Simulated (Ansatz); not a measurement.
SnSb (rock salt, Fm-3m), DFT-PBE in the program Ansatz with PAW potentials, all energies at zero smearing, with the estimated change up to a 700 eV cutoff added, with one set of potentials and settings (totals compare only within such a set). Cell of 2 atoms (1 Sn, 1 Sb): -12508.689 eV.

```tsv
element	reference phase	E (eV/atom)
Sn	Fd-3m, 2 atoms in the cell	-6024.2128
Sb	R-3m, 2 atoms in the cell	-6484.4916
```

Formation energy per atom, worked out: (-12508.689 − 1×(-6024.2128) − 1×(-6484.4916))/2 = 0.008 eV/atom (1 kJ per mol of atoms), at 0 K, without zero-point energy or fitted corrections.

The workflow started from an entry of the Crystallography Open Database (COD), which files this formula under 2 space groups. Whether it is the stable phase at ambient conditions was not checked. The PBE relaxation kept the symmetry of its start; its stability against distortions is not shown here. The references are the lowest solids computed at this level, not always the standard phases. Spin–orbit coupling is left out wherever it is not named.

Potentials: the later of the program's two PAW sets.
